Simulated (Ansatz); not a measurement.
Ba$_{2}$TaBiO$_{6}$:
```
CELL_PARAMETERS angstrom
      3.04701     1.75919     4.90573
     -3.04701     1.75919     4.90573
      0.00000    -3.51838     4.90573
ATOMIC_POSITIONS crystal
  Ba 0.74886 0.74886 0.74886
  Ba 0.25114 0.25114 0.25114
  Ta 0.50000 0.50000 0.50000
  Bi 0.00000 0.00000 0.00000
  O  0.72548 0.21731 0.32361
  O  0.27452 0.78269 0.67639
  O  0.32361 0.72548 0.21731
  O  0.67639 0.27452 0.78269
  O  0.21731 0.32361 0.72548
  O  0.78269 0.67639 0.27452
```

Relaxed with r²SCAN. Special points in fractions of this cell's reciprocal vectors: Γ (0.000, 0.000, 0.000); T (0.500, 0.500, 0.500); H2 (0.748, 0.252, 0.500); H0 (0.500, -0.252, 0.252); L (0.500, 0.000, 0.000); S0 (0.376, -0.376, 0.000); S2 (0.624, 0.000, 0.376); F (0.500, 0.000, 0.500).

### Question
List the band energies nearest the valence-band maximum at these points for r²SCAN in the plane-wave PAW code Ansatz.

### Answer
In eV from the valence-band maximum; about four levels below and three above (degenerate sets whole), none deeper than 8.9 eV; points with the same levels are listed once.

| k | below | above |
|---|---|---|
| Γ | -1.78 -1.54 -1.54 -0.95 | 3.56 3.69 3.76 3.76 |
| T | -1.91 -1.91 -1.91 -1.90 -1.90 0.00 | 3.10 3.53 3.53 |
| H2 | -2.03 -1.65 -1.64 -0.87 | 3.68 3.75 4.37 |
| L | -1.78 -1.73 -1.59 -0.03 | 2.91 3.33 3.85 |
| S0 | -1.88 -1.85 -1.65 -0.99 | 3.50 4.05 4.17 |
| F | -2.07 -2.02 -1.98 -1.19 | 3.56 4.41 4.44 |

Space group R-3. The first step of the workflow began from a Materials Project structure, measured or hypothetical; the Crystallography Open Database copy checked does not list it. Its standing as an ambient phase is unchecked. The r²SCAN relaxation kept the symmetry of its start; whether a distortion lowers the energy is not shown. The run is not spin-polarised. Scalar-relativistic: spin–orbit coupling is off unless named, which matters more the heavier the elements.

Potentials: the later of the program's two PAW sets.
